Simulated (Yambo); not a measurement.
Yambo run on AlCl3 (space group C2/m, No. 12). The wavefunctions are norm-conserving PBEsol (Quantum ESPRESSO, 58 Ry, without SOC) ones on a 2×2×2 mesh (24 occupied bands); a = b = 5.9358 Å, c = 6.1827 Å, α = β = 98.93°, γ = 119.97°.

Yambo input:

```
rim_cut
gw0
dyson
el_el_corr
HF_and_locXC
ppa
em1d
RandQpts= 1000000
RandGvec= 1 Ry
EXXRLvcs= 58 Ry
VXCRLvcs= 232 Ry
Chimod= "HARTREE"
% BndsRnXp
 1 | 331 |
%
NGsBlkXp= 2 Ry
% LongDrXp
 1.0 | 1.0 | 1.0 |
%
PPAPntXp= 27.2114 eV
% GbndRnge
 1 | 331 |
%
GTermKind= "BG"
DysSolver= "n"
ExtendOut
% QPkrange
 4 | 4 | 25 | 25 |
 5 | 5 | 24 | 25 |
%
```

k points by index: 4 = (0, -0.5, -0.5), 5 = (-0.5, -0.5, 0).

The o-*.qp file then holds:

```
#    K-point    Band    Eo [eV]    E [eV]    E-Eo [eV]    Vxc [eV]    Vnlxc [eV]    Sc|Eo [eV]    Sc|E [eV]    dSc/dw|Eo [eV]    Re(Z)    Im(Z)
#
    4    25    5.045388    6.265292    1.219904    -10.73973    -6.201931    -3.097199    -3.317892    -4.922419    0.846814    -0.001045
    5    24    0.000000    -1.342015    -1.342015    -14.74031    -19.13213    2.773569    3.049798    -5.600453    0.829314    -0.001191
    5    25    5.124367    6.350398    1.226030    -10.80824    -6.262506    -3.097515    -3.319708    -4.931114    0.846585    -0.001047
```
(The two width columns are left out.) Convergence of these settings isn't established.

Geometry relaxed with PBE+D3(BJ).
